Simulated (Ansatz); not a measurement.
# Structure optimisation: indium, omega (AlB2-type)

Theory: DFT, BLYP, plane waves (420 eV) with PAW, scalar-relativistic in Ansatz. (PAW data from PBE, frozen cores regenerated.)

k-point mesh 7×7×10, Fermi-Dirac smearing 0.1 eV, no spin polarisation. Cell and atoms relax.

Starting structure:

```yaml
crystal:
  lattice:
    - [5.2864609513, 0.0, 0.0]
    - [-2.6432304757, 4.57820948, 0.0]
    - [0.0, 0.0, 3.2406005632]
  atoms:
    - { symbol: In, position: [0.0, 0.0, 0.0] }
    - { symbol: In, position: [0.3333333333, 0.6666666667, 0.5] }
    - { symbol: In, position: [0.6666666667, 0.3333333333, 0.5] }
hamiltonian:
  xc: blyp
  pseudopotentials:
    kind: paw
    azcp:
      In: "pseudopotentials/In.paw.azcp"
basis:
  ecutwfc: 420
  fft_grid_basis: typed
kpoints:
  mp_grid: { grid: [7, 7, 10], shift: [0, 0, 0] }
magnetization:
  spin_polarized: false
scf:
  occupations: { method: fermi_dirac, width: 0.1 }
relax:
  max_steps: 60
  f_tol: 0.01
  cell: {}
output:
  write_density: true
  write_potential: true
  elf: true
  volumetric_format: npy
```

Q: The pressure at the start is 6.7 GPa. By how much does the volume change?

A: From 26.14 to 31.49 Å³ per atom, 20.4 %. The final cell has a = 5.586 Å, c = 3.495 Å (c/a = 0.626).

Q: How much energy does the relaxation gain?

A: 93.3 meV per atom.
